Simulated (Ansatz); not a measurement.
GaP:
```cif
data_Ga4P4
_chemical_formula_sum 'Ga4 P4'
_space_group_name_H-M_alt 'F-43m'
_space_group_IT_number 216
_space_group_name_Hall 'F -4 2 3'
_cell_length_a 5.43887
_cell_length_b 5.43887
_cell_length_c 5.43887
_cell_angle_alpha 90.000
_cell_angle_beta 90.000
_cell_angle_gamma 90.000
loop_
_atom_site_label
_atom_site_type_symbol
_atom_site_symmetry_multiplicity
_atom_site_Wyckoff_symbol
_atom_site_fract_x
_atom_site_fract_y
_atom_site_fract_z
_atom_site_occupancy
Ga1 Ga 4 a 0.00000 0.00000 0.00000 1
P1 P 4 c 0.25000 0.25000 0.25000 1
```
(The calculation used a cell of 2 atoms; values per cell refer to that cell.)

This is the PBEsol-relaxed structure.

### Question
All from the program Ansatz at the PBEsol level (PAW), unless another level is named. Estimate the largest static χ(2) component.

### Answer
110 pm/V.

### Question
Predict the electronic dielectric constant ε∞ (DFPT).

### Answer
10.6.

### Question
And the Born charges (a third of the trace)?

### Answer
Ga +2.11, P -2.11 e.

The PBEsol relaxation kept the symmetry of its start. Scalar-relativistic: spin–orbit coupling is off unless named, which matters more the heavier the elements.

Potentials: the earlier of the program's two PAW sets. The files were generated under PBE; for other functionals the program regenerates the frozen cores, and for LDA and PBEsol the local potential too.
